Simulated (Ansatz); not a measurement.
## TiPt3: field gradients at two levels of theory

Cell: an entry of the Crystallography Open Database (COD), whose atoms a relaxation with PBE at fixed cell left in place.

```
Ti Pt
1.0
     3.89700    0.00000    0.00000
     0.00000    3.89700    0.00000
     0.00000    0.00000    3.89700
Ti Pt
1 3
Direct
  0.00000 0.00000 0.00000
  0.00000 0.50000 0.50000
  0.50000 0.00000 0.50000
  0.50000 0.50000 0.00000
```

Sites (sets of like atoms) are named by element and the number of their first atom in this list.

First run. Method: Kohn–Sham DFT in Ansatz, PBE, plane waves and PAW, scalar-relativistic, 420 eV cutoff, Γ-centred 9×9×9 k-points, Fermi–Dirac smearing 0.05 eV.

```
site  atom  V_zz (10²¹ V/m²)     η
  Pt     2             -7.86  0.00
```

Second run. The same atoms and settings, except that the functional is r2SCAN and the cutoff is 500 eV.

Question: Given the first result, estimate the second.

Answer: 

```json
{"site": "Pt", "atom": "2", "V_zz": "-8.31", "η": "0.00", "change of V_zz": "-0.45"}
```

The largest change of V_zz is on Pt, from -7.86 to -8.31. In per cent, |V_zz| changes by +6 on Pt (all sites that start above 2). Sites without a gradient aren't listed.

The run finds no gap above 0.1 eV (a metal, or nearly one), so the gradients can move by 10 % or more with the k-mesh. Spin–orbit coupling is left out, which shifts gradients on Pt by a few per cent in wide-gap crystals, and can shift them far more where the calculated gap is small or absent, as here.
For the first run: At this cell the PBE pressure is 10 GPa, so with PBE the cell would grow if it were relaxed. The entry's cell may itself be off.
For the second run: At this cell the principal stresses reach 5 GPa in size with r2SCAN, which can matter for small gradients. With these PAW files V_zz is typically within 2 to 3 % of all-electron values, but misses above 10 % occur on Pt.
